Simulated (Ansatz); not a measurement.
A geometry of Si2W away from equilibrium: the start of the relaxation of a relaxed Si2W cell shaken by Gaussian noise of σ = 0.08 Å a coordinate. Method: r2SCAN (plane waves to 500 eV, PAW, scalar-relativistic; Ansatz, a program for electronic structure). Γ-centred k-mesh 6×6×4 on the run's cell (coarser than for final values), Fermi–Dirac smearing 0.05 eV.

```xyz
9
Lattice="4.5794 0.0000 0.0000 -2.2897 3.9659 0.0000 0.0000 0.0000 6.6094" Properties=species:S:1:pos:R:3:forces:R:3 pbc="T T T" free_energy=-35027.524 pressure_GPa=4.3
W      2.1305    -0.0190     0.0418    2.2472   -0.2284   -0.8356
W      1.0062     1.8235     2.2673    1.4790    2.8244   -1.4616
W     -1.1771     1.9089     4.3796   -0.7177    0.4687    1.5569
Si     0.0352     1.3533    -0.0703   -1.1610   -0.5099    0.4526
Si     3.3519     0.7327     2.2174    0.3856   -1.2764   -1.3196
Si     1.1334     3.2472     4.3076   -0.0356    0.4881    0.8848
Si     2.2301     2.7075    -0.0110   -0.2899   -0.3727    0.7187
Si    -1.1104     3.3462     2.3148   -1.3103   -1.0597   -0.7668
Si     1.1316     0.6062     4.4043   -0.5973   -0.3341    0.7706
```

Positions in Å, forces in eV/Å, free energy of the cell in eV (comparable only within this code, potentials and settings). Largest force: 3.51 eV/Å, on W2 (atoms numbered as listed); the geometry lies 0.10 eV/atom above the end of its relaxation.

No spin polarisation in the result.

The first start was generated by placing the elements on the sites of a structure type. Materials Project lists a structure of Si2W in the same space group, P6₂22 (No. 180); the sites were not compared with it, nor with measured phases. Known forms of Si2W include space group No. 139.
